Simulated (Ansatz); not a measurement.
Given:

LaC2:
Space group Immm (No. 71); a = 3.978 Å, b = 4.804 Å, c = 5.351 Å, α = β = γ = 90.00°

```csv
atom,site,symmetry,x,y,z
La,2a,mmm,0.0000,0.0000,0.0000
C,4h,m2m,0.0000,0.1348,0.5000
```
(The calculation used a cell of 3 atoms; values per cell refer to that cell.)

This is the PBEsol-relaxed structure.

### Question
All from the program Ansatz at the PBEsol level (PAW), unless another level is named. Estimate the bulk modulus (Birch–Murnaghan fit).

### Answer
95.1 GPa.

### Question
Next, the highest zone-centre frequency?

### Answer
1648 cm⁻¹.

The workflow started from a Materials Project entry (that database holds measured and hypothetical structures alike); the Crystallography Open Database copy checked does not list it. COD files the formula under space group No. 139. Whether it is the stable phase at ambient conditions was not checked. The cell was relaxed with PBEsol under the symmetry of its start; whether a distortion lowers the energy is not shown. As this level gives no gap, phonon frequencies hold no LO–TO term and depend on the k-mesh and smearing (Fermi–Dirac, 0.1 eV here). Spin–orbit coupling is left out wherever it is not named.

Potentials: the later of the program's two PAW sets.
